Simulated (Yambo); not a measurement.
Rb$_{2}$NaAlF$_{6}$ (space group Fm-3m, No. 225), G0W0@PBEsol in Yambo; all else as in the reference (2×2×2 Γ-centred k mesh, bands 2 to 286 and a 8 Ry block in the screening, 286 bands in G with the Bruneval-Gonze terminator, plasmon pole fitted at 27.2 eV). One parameter is varied: the cutoff of the wavefunctions in Yambo, over 10, 20, 30, 50, 88 Ry.

Task: From which value on does the gap Γ → Γ stay within 0.05 eV of the largest setting?

Result: From 30 Ry on.
| cutoff of the wavefunctions in Yambo (Ry) | G0W0 gap (eV) | valence shift (eV) |
|---|---|---|
| 10 | 9.73 | -1.66 |
| 20 | 10.56 | -2.42 |
| 30 | 10.63 | -2.58 |
| 50 | 10.67 | -2.65 |
| 88 | 10.67 | -2.66 |
The last step of the sweep still moves the gap by 5 meV; the other settings are held fixed.

Geometry of the Materials Project entry, not relaxed at this level; primitive cell a = b = c = 5.9745 Å, α = β = γ = 60.00°.

The structure is a Materials Project entry; no match was found in the copy of COD used, and its stability was not checked.

A shift is the quasiparticle energy of the state minus its PBEsol energy.
